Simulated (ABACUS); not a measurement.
Input and output of a self-consistent single point for AlN (P6_3mc, 4 atoms in the cell; from Materials Project mp-661, changed as shown) (ABACUS).

Method: PBE, PseudoDojo 0.5 standard norm-conserving PBE (tails mended) pseudopotentials (plane waves; ABACUS).

The change in words: lattice vector c scaled by 1.02. Reference geometry (P6_3mc):
```xyz
4
Lattice="3.1286 0.0000 0.0000 -1.5643 2.7094 0.0000 0.0000 0.0000 5.0170" Properties=species:S:1:pos:R:3 pbc="T T T"
Al     1.5643     0.9031     2.5049
Al     0.0000     1.8063     5.0134
N      1.5643     0.9031     4.4185
N      0.0000     1.8063     1.9100
```

Reference input (self-consistent single point, DFT, PBE, plane waves, PseudoDojo 0.5 standard norm-conserving PBE (tails mended) pseudopotentials): KPT = Gamma 10 10 6 0 0 0; basis_type = pw; dft_functional = PBE; ecutwfc = 84 Ry; smearing_method = fixed; potentials = PseudoDojo 0.5 standard norm-conserving PBE (tails mended); symmetry = 1; symmetry_prec = 1e-05; ks_solver = dav_subspace; scf_nmax = 100; scf_thr = 1.0e-09 Ry; mixing_type = broyden. This run's input differs from it in these lines:

```diff
@@ -29,3 +29,3 @@
   -1.5642950000    2.7094380000    0.0000000000
-   0.0000000000    0.0000000000    5.0169600000
+   0.0000000000    0.0000000000    5.1172990000
 
@@ -37,4 +37,4 @@
 2
-   2.9560920842    1.7066968839    4.7336089060 1 1 1
-  -0.0000029561    3.4133988878    9.4739490951 1 1 1
+   2.9560920842    1.7066968839    4.8282808954 1 1 1
+  -0.0000029561    3.4133988878    9.6634276994 1 1 1
 
@@ -43,4 +43,4 @@
 2
-   2.9560920842    1.7066968839    8.3497300159 1 1 1
-  -0.0000029561    3.4133988878    3.6093898268 1 1 1
+   2.9560920842    1.7066968839    8.5167242833 1 1 1
+  -0.0000029561    3.4133988878    3.6815774794 1 1 1
 # file: KPT
```

Output, abridged:

```
 SELF-CONSISTENT
 -------------------------------------------
                                 init_chg = atomic

 PW ALGORITHM --------------- ION=   1  ELEC=   1--------------------------------

 Density error is 1.16996250707
                          Error Threshold = 0.01
 E_KohnSham     -50.7431777169       -690.3963515762
 E_Fermi        0.2733668372         3.7193466297

 PW ALGORITHM --------------- ION=   1  ELEC=   2--------------------------------

 Density error is 0.507311758224
                          Error Threshold = 0.00731226566919
 E_KohnSham     -51.0785903558       -694.9598746471
   [... lines left out ...]

 Density error is 5.54524127679e-07
                          Error Threshold = 2.8207540895e-08
 E_KohnSham     -51.1758708600       -696.2834438077
 E_Fermi        0.4904598335         6.6730483754

 PW ALGORITHM --------------- ION=   1  ELEC=   8--------------------------------

 Density error is 6.49056637657e-10
                          Error Threshold = 3.465775798e-09
 E_KohnSham     -51.1758709588       -696.2834451524
 E_KS(sigma->0) -51.1758709588       -696.2834451524
 E_entropy(-TS) 0.0000000000         0.0000000000
 E_Fermi        0.4903914147         6.6721174903
 charge density convergence is achieved
 final etot is -696.28344515 eV
 EFERMI = 6.6721174903 eV

 STATE ENERGY(eV) AND OCCUPATIONS    NSPIN == 1
   [... 15 lines left out ...]

 TOTAL-FORCE (eV/Angstrom)
                       Al1         0.0000000000         0.0000000000         0.1830495101
                       Al2         0.0000000000         0.0000000000         0.1830495101
                        N1         0.0000000000         0.0000000000        -0.1830495101
                        N2         0.0000000000         0.0000000000        -0.1830495101

 TOTAL-STRESS (KBAR)
       -11.7227395853        -0.0000000000         0.0000000000
         0.0000000000       -11.7227432026         0.0000000000
         0.0000000000         0.0000000000       -82.0861489861
 TOTAL-PRESSURE: -35.177211 KBAR

 --------------------------------------------
 !FINAL_ETOT_IS -696.2834451524089445 eV
 --------------------------------------------
```

The run converged in 8 iterations. Against the reference run the free energy rises by 5.7 meV/atom, the pressure goes from -0.09 to -3.52 GPa, the largest force goes from 0.003 to 0.183 eV/Å and the gap on the mesh goes from 4.055 to 3.922 eV.

The structure comes from a collection of computed structures, made at another level of theory; the collection holds predicted forms beside known ones.

Cost on one core: roughly 70 core-seconds.

“Tails mended”: in these copies of the files the far tail of each local potential was reset to the Coulomb form.
